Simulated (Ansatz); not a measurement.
Pd (diamond, Fd-3m) at seven volumes, the program Ansatz at the PBEsol level (PAW), scaled uniformly. One row is withheld.

```tsv
V (Å³/atom)	P (GPa)
20.888	10.27
21.577	6.19
22.265	?
22.954	0.00
23.642	-2.29
24.331	-4.15
25.020	-5.69
```

**Question.** Fit the shown pressures and predict the withheld one.

**Answer.** Third-order Birch–Murnaghan: P = (3/2)B₀(x^(7/2) − x^(5/2))[1 + (3/4)(B′ − 4)(x − 1)] with x = (V₀/V)^(2/3). Least squares on the six rows gives V₀ = 22.956 Å³/atom, B₀ = 83.91 GPa, B′ = 5.53. At V = 22.265, x = 1.0206 and P = 2.79 GPa. The run itself gave 2.80 GPa.

The start of the workflow was typed in or built on a structure type; neither database checked (COD, Materials Project) lists it. It is not the phase usual at ambient conditions (space group No. 225). The cell was relaxed with PBEsol under the symmetry of its start. At this level the phase is mechanically unstable. The run is not spin-polarised.

Potentials: the earlier of the program's two PAW sets. The files were generated under PBE; for other functionals the program regenerates the frozen cores, and for LDA and PBEsol the local potential too.
